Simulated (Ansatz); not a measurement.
Consider the following.

NbN:
```xyz
4
Lattice="2.9588 0.0000 0.0000 -1.4794 2.5624 0.0000 0.0000 0.0000 5.5065" Properties=species:S:1:pos:R:3 pbc="T T T"
Nb     1.4794     0.8541     4.1299
Nb     0.0000     1.7082     1.3766
N      0.0000     0.0000     2.7533
N      0.0000     0.0000     0.0000
```

This is the PBEsol-relaxed structure. Tensor components refer to the Cartesian frame of this cell.

Q: All from PBEsol (plane waves, PAW; program Ansatz), unless another level is named. Estimate the Young's modulus.

A: 527 GPa.

Q: What about the elastic constants (relaxed ions, GPa)?

A: C11 = 621, C12 = 221, C13 = 181, C33 = 662, C44 = 211.

Space group P6_3/mmc (NiAs type). The workflow started from a Materials Project entry (that database holds measured and hypothetical structures alike); the Crystallography Open Database files this formula in space group No. 194, but the cells were not matched. It is not the phase usual at ambient conditions (space group No. 225). The PBEsol relaxation kept the symmetry of its start; its stability against distortions is not shown here. No spin polarisation was allowed. As this level gives no gap, shear constants depend on the k-mesh and smearing (Fermi–Dirac, 0.1 eV here).

Potentials: the later of the program's two PAW sets.
